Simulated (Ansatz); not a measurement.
SrVO3 (cubic perovskite)

```
CELL_PARAMETERS angstrom
      3.85762     0.00000     0.00000
      0.00000     3.85762     0.00000
      0.00000     0.00000     3.85762
ATOMIC_POSITIONS crystal
  Sr 0.00000 0.00000 0.00000
  V  0.50000 0.50000 0.50000
  O  0.00000 0.50000 0.50000
  O  0.50000 0.50000 0.00000
  O  0.50000 0.00000 0.50000
```

The slice is a {100} plane (indices of the conventional cell) through the point (0.500, 0.500, 0.500) (fractional), spanned by u = [100] and v = [010] in vectors of this cell: u (3.86 Å) and v (3.86 Å, at 90° to u). It covers one period; positions are fractions (u, v).

These are PBE (plane waves to 420 eV, PAW, scalar-relativistic; Ansatz, a quantum-chemistry and plane-wave program) values and carry that method's errors. k mesh 12×12×12. Near the nuclei the fields are pseudised (PAW); where an atom keeps semicore shells as valence, they peak there. SrVO3 is run without spin polarisation and with no Hubbard U. SrVO3 was relaxed with its symmetry unable to fall.

Task: What is the ELF at the midpoint of the shortest V–O line in this plane (1.93 Å)?

Result: 0.19.

Task: What is the valence density on the shortest V–O line in this plane (1.93 Å), at its midpoint?

Result: 0.72 e/Å³.

Task: Sketch the electron localisation function (ELF) on this plane as a map.

Result: 
```
|xxxxxx88552222669999xxxxxxxxxx99996622225588xxxx|
|xxxx998844112266999999xxxxxx999999662211448899xx|
|888888663311115588999999999999998855111133668888|
|665544331100114477999999999999997744110011334455|
|222211110000112255778899999988775522110000111122|
|222222111111111122446677777766442211111111112222|
|666666554422110011113344444433111100112244556666|
|999999887755221100001111111111000011225577889999|
|999999999977441100000000000000000011447799999999|
|xxxx999999886633110000000000000011336688999999xx|
|xxxxxx99999977441100000000000000114477999999xxxx|
|xxxxxx99999977441100000000000000114477999999xxxx|
|xxxxxx99999977441100000000000000114477999999xxxx|
|xxxx999999886633110000000000000011336688999999xx|
|999999999977441100000000000000000011447799999999|
|999999887755221100001111111111000011225577889999|
|666666554422110011113344444433111100112244556666|
|222222111111111122446677777766442211111111112222|
|222211110000112255778899999988775522110000111122|
|665544331100114477999999999999997744110011334455|
|888888663311115588999999999999998855111133668888|
|xxxx998844112266999999xxxxxx999999662211448899xx|
|xxxxxx88552222669999xxxxxxxxxx99996622225588xxxx|
|xxxxxx88662222669999xxxxxxxxxx99996622226688xxxx|
```
Scale: ten equal steps from 0.01 (start of '0') to 0.83 (end of '9'), in the order '0123456789'. Values: electron localisation function (ELF). The map has 24 points along u (two characters each, u = 0 at the left) and 24 along v (v = 0 in the bottom row). Points within 0.4 Å of a nucleus are blanked (x), as the pseudised field means little there.
